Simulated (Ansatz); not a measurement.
Hf (hcp, Mg type)

```xyz
2
Lattice="3.2042 0.0000 0.0000 -1.6021 2.7749 0.0000 0.0000 0.0000 5.0691" Properties=species:S:1:pos:R:3 pbc="T T T"
Hf     0.0000     1.8500     3.8018
Hf     1.6021     0.9250     1.2673
```

The slice is a (1 -1 0 0) plane (indices of the conventional cell) through the point (0.333, 0.667, 0.750) (fractional), spanned by u = [110] and v = [001] in vectors of this cell: u (3.20 Å) and v (5.07 Å, at 90° to u). It covers one period; positions are fractions (u, v).

These are PBE (plane waves to 420 eV, PAW, scalar-relativistic; Ansatz, a program for electronic structure) values and carry that method's errors. k mesh 17×17×9. Inside the PAW spheres the values are not all-electron values, and peaks at nuclei hang on which shells count as valence. Hf is run without spin polarisation. Hf was relaxed with its symmetry unable to fall. Spin-orbit coupling is left out, though Hf is heavy.

Three fields on this plane, each scaled to ten steps between its own extremes (0 low, 9 high; the total valence density on a logarithmic scale, the potential cut 8 eV below its top; x marks points blanked near nuclei; v = 0 in the bottom row):

Map A
```
|xxxx920029xxx|
|xxxx610016xxx|
|xxx72000027xx|
|9852000000258|
|3210000000012|
|1110000000011|
|1111123321111|
|1111357753111|
|112258xx85221|
|11236xxxx6321|
|112258xx85221|
|1111357753111|
|1111123321111|
|1110000000011|
|3210000000012|
|9852000000258|
|xxx72000027xx|
|xxxx610016xxx|
|xxxx920029xxx|
|xxxxx3003xxxx|
```

Map B
```
|xxxx102201xxx|
|xxxx003300xxx|
|xxx00255200xx|
|2100135531001|
|1112233332211|
|5553211112355|
|9863000000368|
|9851000000158|
|985101xx10158|
|98410xxxx0148|
|985101xx10158|
|9851000000158|
|9863000000368|
|5553211112355|
|1112233332211|
|2100135531001|
|xxx00255200xx|
|xxxx003300xxx|
|xxxx102201xxx|
|xxxxx0220xxxx|
```

Map C
```
|xxxx016610xxx|
|xxxx037730xxx|
|xxx01688610xx|
|0001578875100|
|2345677776543|
|7777655556777|
|9986410014689|
|9974100001479|
|997300xx00379|
|99620xxxx0269|
|997300xx00379|
|9974100001479|
|9986410014689|
|7777655556777|
|2345677776543|
|0001578875100|
|xxx01688610xx|
|xxxx037730xxx|
|xxxx016610xxx|
|xxxxx1551xxxx|
```

Task: Assign the maps to these fields: electron localisation function (ELF); valence electron density; electrostatic potential energy of an electron, from the cell's mean.

Result: A is the valence electron density; B is the electron localisation function (ELF); C is the electrostatic potential energy of an electron, from the cell's mean.
